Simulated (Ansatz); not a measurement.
AlP:
```yaml
crystal:
  lattice:
    - [3.86133, 0.00000, 0.00000]
    - [-1.93067, 3.34401, 0.00000]
    - [0.00000, 0.00000, 6.33898]
  atoms:
    - { symbol: Al, position: [0.33333, 0.66667, 0.00008] }
    - { symbol: Al, position: [0.66667, 0.33333, 0.50008] }
    - { symbol: P, position: [0.33333, 0.66667, 0.37492] }
    - { symbol: P, position: [0.66667, 0.33333, 0.87492] }
```

Relaxed with PBEsol.

Question: Map the electron localisation function on the plane through (0.333, 0.667, 0.000) spanned by u = [0, 0, 1] and v = [1, -1, 0] in lattice vectors, from DFT-PBEsol in the program Ansatz with PAW potentials.

Answer: x is the fraction of u, y of v (the angle between them is 90°; rows are the nearest grid lines); atoms in the plane: Al at (0.00, 0.00), Al at (0.50, 0.33), P at (0.37, 0.00), P at (0.87, 0.33).
```
|010399999810000477642100112210030|
|310399999820001677642100112220003|
|001378898875568887631100112333210|
|212356788777788887531100112334322|
|322222345566677664321000011223333|
|221111123344555443210000011122222|
|110000000011111111000000000011111|
|000000000000000000000000000000000|
|000000000000000000000000000000000|
|110000000000111111000000001111111|
|211000000011111111110011112222222|
|643210000112233332222234556667766|
|764210001122333332223456677778887|
|876321001123332100137889887556888|
|876421001123210000048999985112578|
|776421001122100601039999982000147|
|776421001122210110038999982000267|
|876421011234431000048999985223688|
|986421123578999986444678888999999|
|986422345789999998643456788999999|
|864446788889999998642112357899998|
|322468898887889998642111235788753|
|110389999820002677642100112221001|
|010399999810000477642100112210030|
```
Scale: ten equal steps from -0.043 (start of '0') to 0.940 (end of '9'), in the order '0123456789'; x runs from 0.000 to 1.00, y from 0.000 (bottom) to 1.00 (top).

The density is the valence pseudo-density with augmentation charge, so density and ELF within about 1 Å of a nucleus are not all-electron values.

Space group P6_3mc (wurtzite). The first step of the workflow began from a Materials Project structure, measured or hypothetical; the Crystallography Open Database copy checked does not list it. It is not the phase usual at ambient conditions (space group No. 216). The PBEsol relaxation kept the symmetry of its start; whether a distortion lowers the energy is not shown.

Potentials: the later of the program's two PAW sets.
